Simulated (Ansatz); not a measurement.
V:
```
CELL_PARAMETERS angstrom
     -1.47900     1.47900     1.47900
      1.47900    -1.47900     1.47900
      1.47900     1.47900    -1.47900
ATOMIC_POSITIONS crystal
  V  0.00000 0.00000 0.00000
```

Relaxed with PBEsol. Special points in fractions of this cell's reciprocal vectors: Γ (0.000, 0.000, 0.000); H (0.500, -0.500, 0.500); N (0.000, 0.000, 0.500); P (0.250, 0.250, 0.250).

**Question.** List the band energies nearest the Fermi level at these points for PBEsol in the plane-wave PAW code Ansatz.

**Answer.** In eV from the Fermi level; about four levels below and three above (degenerate sets whole), none deeper than 8.9 eV; … stands for higher levels left out; points with the same levels are listed once.

```
k              below           above
-  -----------------  --------------
Γ              -6.69  0.42 0.42 0.42
H        -3.20 -3.20               …
N        -3.33 -1.21     1.79 2.55 …
P  -1.16 -1.16 -1.16               …
```

Space group Im-3m (bcc (W type)). The cell was relaxed with PBEsol under the symmetry of its start. The workflow began spin-polarised and lost its moments.

Potentials: the later of the program's two PAW sets.
